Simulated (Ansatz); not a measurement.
Relaxation of a relaxed SnO cell, doubled along one cell vector, shaken by Gaussian noise of σ = 0.08 Å a coordinate; 8 atoms in the cell, which starts as P1 (No. 1), aP8; a = b = 4.126 Å, c = 10.390 Å, α = β = 90.00°, γ = 120.00°. Calculation: r2SCAN (plane waves to 500 eV, PAW, scalar-relativistic; Ansatz, an electronic-structure program). Γ-centred k-mesh 7×7×3 on the run's cell (coarser than for final values), Fermi–Dirac smearing 0.05 eV. This is the first round of the run. 

The optimiser's lines from the output (shortened; P is positive under compression):

```
relax step   1: F+E_penalty+E_count = -26424.44038192 eV  Δ(F+E_penalty+E_count) = +0.000e0 eV  max|allowed force component| = 4.952e-1 eV/Å  Δτ_max = 0.0000 Å  P = +0.709 GPa  Ω = 153.197 Å³  (10 SCF iters, dr2 threshold 1.00e-7 eV, accepted)
relax step   2: F+E_penalty+E_count = -26424.58909480 eV  Δ(F+E_penalty+E_count) = -1.487e-1 eV  max|allowed force component| = 6.099e-1 eV/Å  Δτ_max = 0.1918 Å  P = -0.268 GPa  Ω = 154.234 Å³  (10 SCF iters, dr2 threshold 8.00e-7 eV, accepted)
relax step   3: F+E_penalty+E_count = -26425.02978881 eV  Δ(F+E_penalty+E_count) = -4.407e-1 eV  max|allowed force component| = 1.159e0 eV/Å  Δτ_max = 0.2000 Å  P = -1.537 GPa  Ω = 155.177 Å³  (10 SCF iters, dr2 threshold 8.00e-7 eV, accepted)
relax step   4: F+E_penalty+E_count = -26425.76976298 eV  Δ(F+E_penalty+E_count) = -7.400e-1 eV  max|allowed force component| = 1.146e0 eV/Å  Δτ_max = 0.1638 Å  P = -2.393 GPa  Ω = 152.268 Å³  (10 SCF iters, dr2 threshold 8.00e-7 eV, accepted)
relax step   5: F+E_penalty+E_count = -26426.51399240 eV  Δ(F+E_penalty+E_count) = -7.442e-1 eV  max|allowed force component| = 1.509e0 eV/Å  Δτ_max = 0.1849 Å  P = -3.466 GPa  Ω = 152.548 Å³  (9 SCF iters, dr2 threshold 8.00e-7 eV, accepted)
relax step   6: F+E_penalty+E_count = -26427.09192104 eV  Δ(F+E_penalty+E_count) = -5.779e-1 eV  max|allowed force component| = 1.467e0 eV/Å  Δτ_max = 0.1003 Å  P = -3.397 GPa  Ω = 152.232 Å³  (8 SCF iters, dr2 threshold 8.00e-7 eV, accepted)
relax step   7: F+E_penalty+E_count = -26427.95874886 eV  Δ(F+E_penalty+E_count) = -8.668e-1 eV  max|allowed force component| = 7.509e-1 eV/Å  Δτ_max = 0.1947 Å  P = -0.407 GPa  Ω = 149.004 Å³  (9 SCF iters, dr2 threshold 8.00e-7 eV, accepted)
relax step   8: F+E_penalty+E_count = -26428.21660967 eV  Δ(F+E_penalty+E_count) = -2.579e-1 eV  max|allowed force component| = 4.348e-1 eV/Å  Δτ_max = 0.0903 Å  P = +0.143 GPa  Ω = 149.171 Å³  (8 SCF iters, dr2 threshold 8.00e-7 eV, accepted)
relax step   9: F+E_penalty+E_count = -26428.33548590 eV  Δ(F+E_penalty+E_count) = -1.189e-1 eV  max|allowed force component| = 1.695e-1 eV/Å  Δτ_max = 0.1489 Å  P = -0.071 GPa  Ω = 150.070 Å³  (8 SCF iters, dr2 threshold 8.00e-7 eV, accepted)
relax step  10: F+E_penalty+E_count = -26428.38169670 eV  Δ(F+E_penalty+E_count) = -4.621e-2 eV  max|allowed force component| = 1.306e-1 eV/Å  Δτ_max = 0.2000 Å  P = -0.044 GPa  Ω = 148.405 Å³  (9 SCF iters, dr2 threshold 8.00e-7 eV, accepted)
relax step  11: F+E_penalty+E_count = -26428.40086011 eV  Δ(F+E_penalty+E_count) = -1.916e-2 eV  max|allowed force component| = 1.412e-1 eV/Å  Δτ_max = 0.1887 Å  P = +0.935 GPa  Ω = 146.062 Å³  (9 SCF iters, dr2 threshold 8.00e-7 eV, accepted)
relax step  12: F+E_penalty+E_count = -26428.40530058 eV  Δ(F+E_penalty+E_count) = -4.440e-3 eV  max|allowed force component| = 1.666e-1 eV/Å  Δτ_max = 0.1269 Å  P = -0.158 GPa  Ω = 146.329 Å³  (8 SCF iters, dr2 threshold 8.00e-7 eV, accepted)
relax step  13: F+E_penalty+E_count = -26428.40724327 eV  Δ(F+E_penalty+E_count) = -1.943e-3 eV  max|allowed force component| = 1.080e-1 eV/Å  Δτ_max = 0.0938 Å  P = -0.724 GPa  Ω = 149.048 Å³  (8 SCF iters, dr2 threshold 8.00e-7 eV, accepted)
relax step  14: F+E_penalty+E_count = -26428.41117398 eV  Δ(F+E_penalty+E_count) = -3.931e-3 eV  max|allowed force component| = 1.658e-1 eV/Å  Δτ_max = 0.0596 Å  P = +0.310 GPa  Ω = 148.296 Å³  (8 SCF iters, dr2 threshold 8.00e-7 eV, accepted)
relax step  15: F+E_penalty+E_count = -26428.41862243 eV  Δ(F+E_penalty+E_count) = -7.448e-3 eV  max|allowed force component| = 6.974e-2 eV/Å  Δτ_max = 0.0481 Å  P = -0.159 GPa  Ω = 148.475 Å³  (8 SCF iters, dr2 threshold 8.00e-7 eV, accepted)
relax step  16: F+E_penalty+E_count = -26428.42339685 eV  Δ(F+E_penalty+E_count) = -4.774e-3 eV  max|allowed force component| = 3.046e-1 eV/Å  Δτ_max = 0.1638 Å  P = +1.629 GPa  Ω = 147.726 Å³  (9 SCF iters, dr2 threshold 5.42e-7 eV, accepted)
relax step  17: F+E_penalty+E_count = -26428.44707119 eV  Δ(F+E_penalty+E_count) = -2.367e-2 eV  max|allowed force component| = 2.524e-1 eV/Å  Δτ_max = 0.0646 Å  P = -0.830 GPa  Ω = 152.058 Å³  (8 SCF iters, dr2 threshold 8.00e-7 eV, accepted)
relax step  18: F+E_penalty+E_count = -26428.46181388 eV  Δ(F+E_penalty+E_count) = -1.474e-2 eV  max|allowed force component| = 1.110e-2 eV/Å  Δτ_max = 0.0395 Å  P = -0.102 GPa  Ω = 150.579 Å³  (6 SCF iters, dr2 threshold 8.00e-7 eV, accepted)
relax step  19: F+E_penalty+E_count = -26428.46230068 eV  Δ(F+E_penalty+E_count) = -4.868e-4 eV  max|allowed force component| = 6.906e-3 eV/Å  Δτ_max = 0.0143 Å  P = -0.004 GPa  Ω = 150.245 Å³  (7 SCF iters, dr2 threshold 8.39e-8 eV, accepted)
relax step  20: F+E_penalty+E_count = -26428.46235061 eV  Δ(F+E_penalty+E_count) = -4.993e-5 eV  max|allowed force component| = 1.030e-3 eV/Å  Δτ_max = 0.0043 Å  P = -0.009 GPa  Ω = 150.191 Å³  (7 SCF iters, dr2 threshold 3.88e-9 eV, accepted)
relax step  21: F+E_penalty+E_count = -26428.46238324 eV  Δ(F+E_penalty+E_count) = -3.263e-5 eV  max|allowed force component| = 4.071e-4 eV/Å  Δτ_max = 0.0022 Å  P = +0.002 GPa  Ω = 150.098 Å³  (8 SCF iters, dr2 threshold 1.52e-9 eV, accepted)
relax step  22: F+E_penalty+E_count = -26428.49300660 eV  Δ(F+E_penalty+E_count) = -3.062e-2 eV  max|allowed force component| = 4.339e-3 eV/Å  Δτ_max = 0.0000 Å  P = +0.342 GPa  Ω = 150.098 Å³  stress off target by 6.15e-1 GPa  SCF on the basis re-selected at this cell (its energy is not comparable with the rows above)  (9 SCF iters)
relax step  23: F+E_penalty+E_count = -26428.50165568 eV  Δ(F+E_penalty+E_count) = -8.649e-3 eV  max|allowed force component| = 7.032e-3 eV/Å  Δτ_max = 0.0225 Å  P = +0.132 GPa  Ω = 152.548 Å³  (6 SCF iters, dr2 threshold 8.00e-7 eV, accepted)
relax step  24: F+E_penalty+E_count = -26428.50375726 eV  Δ(F+E_penalty+E_count) = -2.102e-3 eV  max|allowed force component| = 1.245e-2 eV/Å  Δτ_max = 0.0233 Å  P = +0.003 GPa  Ω = 154.212 Å³  (7 SCF iters, dr2 threshold 1.66e-7 eV, accepted)
relax step  25: F+E_penalty+E_count = -26428.50418950 eV  Δ(F+E_penalty+E_count) = -4.322e-4 eV  max|allowed force component| = 8.471e-3 eV/Å  Δτ_max = 0.0084 Å  P = +0.018 GPa  Ω = 154.466 Å³  (7 SCF iters, dr2 threshold 2.83e-8 eV, accepted)
relax step  26: F+E_penalty+E_count = -26428.50425312 eV  Δ(F+E_penalty+E_count) = -6.362e-5 eV  max|allowed force component| = 1.355e-3 eV/Å  Δτ_max = 0.0023 Å  P = -0.007 GPa  Ω = 154.367 Å³  (7 SCF iters, dr2 threshold 3.45e-9 eV, accepted)
relax step  27: F+E_penalty+E_count = -26428.50427419 eV  Δ(F+E_penalty+E_count) = -2.106e-5 eV  max|allowed force component| = 1.126e-2 eV/Å  Δτ_max = 0.0036 Å  P = +0.044 GPa  Ω = 154.203 Å³  (10 SCF iters, rejected (line search))
relax step  28: F+E_penalty+E_count = -26428.50426492 eV  Δ(F+E_penalty+E_count) = -1.180e-5 eV  max|allowed force component| = 1.513e-3 eV/Å  Δτ_max = 0.0022 Å  P = +0.000 GPa  Ω = 154.322 Å³  (9 SCF iters, accepted)
relax step  29: F+E_penalty+E_count = -26428.50519518 eV  Δ(F+E_penalty+E_count) = -9.303e-4 eV  max|allowed force component| = 1.474e-3 eV/Å  Δτ_max = 0.0000 Å  P = -0.004 GPa  Ω = 154.322 Å³  stress off target by 1.02e-2 GPa  SCF on the basis re-selected at this cell (its energy is not comparable with the rows above)  (7 SCF iters)
```

From the first to the last row the energy changes by -0.51 eV/atom and the volume by +0.7 %. The last row is marked as not comparable with the walk above it, whose basis was carried along; it does compare with step 1, since both stand on a basis selected at the nominal cutoff for their own cell.

Step 27 was rejected by the optimiser.

Later rounds, restarted from the end of this one on a renewed k-mesh, logged 2 more steps and released under 1 meV/atom more. The final structure after all rounds: P2₁/m (No. 11), mP4; a = 3.6223 Å, b = 3.3979 Å, c = 6.2751 Å, α = γ = 90.00°, β = 92.51°. Between re-selections the logged energies stand on a plane-wave basis carried along with the cell. No spin polarisation in the result.

The relaxed structure here is a generated cell of SnO: the first start was made by placing the elements on the sites of a structure type, and the end was not matched to a known phase here, so it may be hypothetical. Known forms of SnO include space group No. 129.
